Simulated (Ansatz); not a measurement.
A geometry of Be away from equilibrium: step 2 of the relaxation of a relaxed Be cell, doubled along one cell vector, shaken by Gaussian noise of σ = 0.08 Å a coordinate. Method: PBEsol (plane waves to 420 eV, PAW, scalar-relativistic; Ansatz, a program for electronic structure). Γ-centred k-mesh 18×18×9 on the run's cell (coarser than for final values), Fermi–Dirac smearing 0.05 eV. The plane waves were selected for a different cell earlier on the path.

```
Be
1.0
   -0.00398     1.56582     1.57430
    1.57015     0.00082     1.56951
    3.11625     3.09799     0.02569
Be
2
Cartesian
  1.58265   1.42859   1.61251
  3.18545   3.06819   1.57136
```

**Question.** What forces act on the atoms (eV/Å)?

**Answer.** 
```csv
atom,Fx,Fy,Fz
Be1,0.41,0.60,-0.45
Be2,-0.41,-0.60,0.45
```

The path ends in Fm-3m (No. 225) (fcc (Cu type)). No spin polarisation in the result.

The run could not lose the symmetry of its start, so the end can be a saddle point.

The end of the path is a generated cell of Be: the first start was made by placing the elements on the sites of a structure type, and the end was not matched to a known phase here, so it may be hypothetical. Known forms of Be include space group No. 194.
